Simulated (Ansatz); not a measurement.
Trial structure of Ga₃Se, not yet relaxed:

```cif
data_structure
_symmetry_space_group_name_H-M 'P4/mmm'
_symmetry_Int_Tables_number 123
_cell_length_a 3.9576
_cell_length_b 3.9576
_cell_length_c 6.5099
_cell_angle_alpha 90.000
_cell_angle_beta 90.000
_cell_angle_gamma 90.000
_cell_volume 101.96
loop_
_atom_site_label
_atom_site_type_symbol
_atom_site_symmetry_multiplicity
_atom_site_Wyckoff_symbol
_atom_site_fract_x
_atom_site_fract_y
_atom_site_fract_z
_atom_site_occupancy
Ga1 Ga 1 c 0.50000 0.50000 0.00000 1
Ga2 Ga 2 g 0.00000 0.00000 0.83667 1
Se1 Se 1 b 0.00000 0.00000 0.50000 1
```

These are results of DFT PBE, scalar-relativistic, plane waves, PAW (Ansatz 0.2.0), not measurements. Plane waves to 420 eV, a k mesh through Γ of 4×4×4 on the computed 4-atom cell and Gaussian smearing (0.10 eV); no spin polarisation.

Energies over the elements count from the elements' standard structures at the same level, with no fitted energy shifts.

**Question.** What does a single point on this coarse mesh give?

**Answer.** The pressure is 8.4 GPa (the mean over three directions, positive in compression), the largest force is 1.64 eV/Å, and the energy is +0.48 eV/atom against the elements. The shortest distance is 2.13 Å.

**Question.** How much does it gain on relaxing, and where does it end?

**Answer.** Relaxing gains about 0.46 eV/atom (the start's value is from the coarse mesh, so the gain is rough) in 44 ionic steps and ends at +0.02 eV/atom on the finer mesh. The symmetry stays P4/mmm (No. 123). The volume per atom shrinks by 19.9 %, from 25.5 to 20.4 Å³. The shortest distance goes from 2.13 Å (Ga–Ga) to 2.79 Å (Ga–Ga and Se–Se). The ratio c/a of the conventional cell changes by a factor of 2.28. Conventional cell: a = 2.793 Å, c = 10.468 Å. Ga on a site of symmetry 4/mmm has 4 Ga at 2.79 Å and 8 Ga at 3.10 Å; Ga on a site of symmetry 4mm is surrounded by 4 Ga at 2.79 Å, 1 Se at 2.84 Å and 4 Ga at 3.10 Å; Se has 4 Se at 2.79 Å and 2 Ga at 2.84 Å.

The last run used a 16×16×6 mesh (in the run's order of axes) for its 4-atom cell and Gaussian smearing of 0.10 eV. The k mesh leaves some 4 meV/atom of noise in the energy of each metallic cell. An odd number of electrons in the primitive cell allows no gap without spin; a larger cell or a magnetic state could open one. The reference form of Se is held partly by dispersion forces, which this level lacks. The relaxation can't lower the symmetry of the start. A structure relaxed within its symmetry needn't be a true minimum. Another cell of Ga3Se relaxed alike, in R-3m, lies 167 meV/atom lower, so this cell isn't the stable form at this level.
